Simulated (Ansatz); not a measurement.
Method: DFT PBE, scalar-relativistic, plane waves, PAW in Ansatz. Settings: cutoff 420 eV, Γ-centred meshes spaced at most about 0.3 Å⁻¹, and about 0.25 Å⁻¹ or finer for metals (2π included), Gaussian smearing. No spin polarisation in the final relaxations.

All energies are static (0 K, no zero-point motion).

Two forms of NaS₃ were relaxed alike.

A.

```
CELL_PARAMETERS angstrom
0.00000 3.31750 3.31750
3.31750 0.00000 3.31750
3.31750 3.31750 0.00000
ATOMIC_POSITIONS crystal
Na 0.00000 0.00000 0.00000
S 0.50000 0.50000 0.50000
S 0.25000 0.25000 0.25000
S 0.75000 0.75000 0.75000
```

B.

```
CELL_PARAMETERS angstrom
5.26843 0.00000 0.00000
-2.63421 4.56259 0.00000
0.00000 0.00000 3.59124
ATOMIC_POSITIONS crystal
Na 0.00000 0.00000 0.50000
S 0.50000 0.00000 0.50000
S 0.00000 0.50000 0.50000
S 0.50000 0.50000 0.50000
```

**Question.** Which form is favoured at zero pressure, and by what margin per atom?

**Answer.** B is lower, by 251 meV/atom. A has the BiF3 (D0_3) type, space group Fm-3m (No. 225), 18.3 Å³/atom and no gap on its mesh; B has space group P6/mmm (No. 191), 21.6 Å³/atom and no gap. Counting S atoms around Na (those within 1.25 times the shortest such distance or 1.15 times the sum of covalent radii; a plus sign parts nearer from farther groups), A has Na 8+6 and B has Na 6. The lower one is the more open, so pressure narrows the difference. Even the lower one lies +0.23 eV/atom against the reference forms of the elements (uncorrected), so neither is stable at this level. Both come from invented guesses.

In Fm-3m, P6/mmm an odd number of electrons in the primitive cell allows no gap without spin; a larger cell or a magnetic state could open one. A magnetic state wasn't ruled out in cells without spin, among them Fm-3m, P6/mmm. Cells relaxed within their symmetry can be saddle points.
